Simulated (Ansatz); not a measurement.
**Question.** Each is relaxed and computed with the program Ansatz at the r²SCAN level (PAW). Which is the only one with a gap?
A) LiNbO3, R3c (Li on 6a, Nb on 6a, O on 18b)
B) NbP, CsCl type
C) Nb2AlB2, P-6m2 (Nb on 2h, Al on 1a, B on 1b, B on 1f)
D) NbP2, Cmc2_1 (Nb on 4a, P on 4a, P on 4a)

**Answer.** A, LiNbO3, R3c (Li on 6a, Nb on 6a, O on 18b). LiNbO3: gap 4.01 eV (indirect); Nb2AlB2: metal; NbP2: metal; NbP: metal. Constructed cells (a structure type filled with these elements, in neither database checked): NbP, CsCl type. Typed or built starts, not in the databases checked: Nb2AlB2, P-6m2 (Nb on 2h, Al on 1a, B on 1b, B on 1f); NbP2, Cmc2_1 (Nb on 4a, P on 4a, P on 4a). All cells were relaxed under the symmetry of their starts (and spin orders); stability against distortions was not tested throughout. Named crystals with no word on spin ran without spin polarisation. Spin–orbit coupling is left out wherever it is not named.

Potentials: the earlier of the program's two PAW sets. The files were generated under PBE; for other functionals the program regenerates the frozen cores, and for LDA and PBEsol the local potential too.
